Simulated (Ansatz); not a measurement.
Y:
```
CELL_PARAMETERS angstrom
      3.54334     0.00000     0.00000
     -1.77167     3.06863     0.00000
      0.00000     0.00000     5.50466
ATOMIC_POSITIONS crystal
  Y  0.33333 0.66667 0.75000
  Y  0.66667 0.33333 0.25000
```

Relaxed with LDA. Special points in fractions of this cell's reciprocal vectors: Γ (0.000, 0.000, 0.000); M (0.500, 0.000, 0.000); K (0.333, 0.333, 0.000); A (0.000, 0.000, 0.500); L (0.500, 0.000, 0.500); H (0.333, 0.333, 0.500).

List the band energies nearest the Fermi level at these points for DFT-LDA in the program Ansatz with PAW potentials.

In eV from the Fermi level; about four levels below and three above (degenerate sets whole), none deeper than 8.9 eV; points with the same levels are listed once.

```json
[
 {"k": "Γ", "below": "-4.78 -2.00", "above": "1.33 1.76 1.76"},
 {"k": "M", "below": "-1.71 -1.38 -0.95", "above": "0.08 1.42 1.58"},
 {"k": "K", "below": "-0.91 -0.65 -0.65 -0.42", "above": "1.15 1.15 2.53"},
 {"k": "A", "below": "-3.21 -3.21", "above": "1.02 1.02 1.65 1.65 1.65 1.65"},
 {"k": "L", "below": "-1.80 -1.80", "above": "0.05 0.05 1.68 1.68"},
 {"k": "H", "below": "-0.46 -0.46 -0.41 -0.41", "above": "0.56 0.56 2.90 2.90"}
]
```

Space group P6_3/mmc (hcp (Mg type)). The LDA relaxation kept the symmetry of its start. The run is not spin-polarised. Spin–orbit coupling is left out wherever it is not named.

Potentials: the earlier of the program's two PAW sets. The files were generated under PBE; for other functionals the program regenerates the frozen cores, and for LDA and PBEsol the local potential too.
